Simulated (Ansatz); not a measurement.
An element in the bcc structure gives these cold pressures by all-electron LAPW under LDA (Ansatz 0.2.0, scalar-relativistic, no spin polarisation).

| V (Å³/atom) | P (GPa) |
| --- | --- |
| 25.47 | 0.01 |
| 23.43 | 7.33 |
| 21.39 | 18.77 |
| 19.36 | 37.1 |
| 17.32 | 67.3 |
| 15.28 | 118.0 |
| 13.24 | 211.2 |
| 11.46 | 362.0 |

(1) Which element is it?

## Answers

(1) Sb. Its zero-pressure volume in this structure is near 25.5 Å³/atom; the volume and the steepness of P(V) together point to it, though neighbours can come close. Other candidates weren't computed, and some may come near.
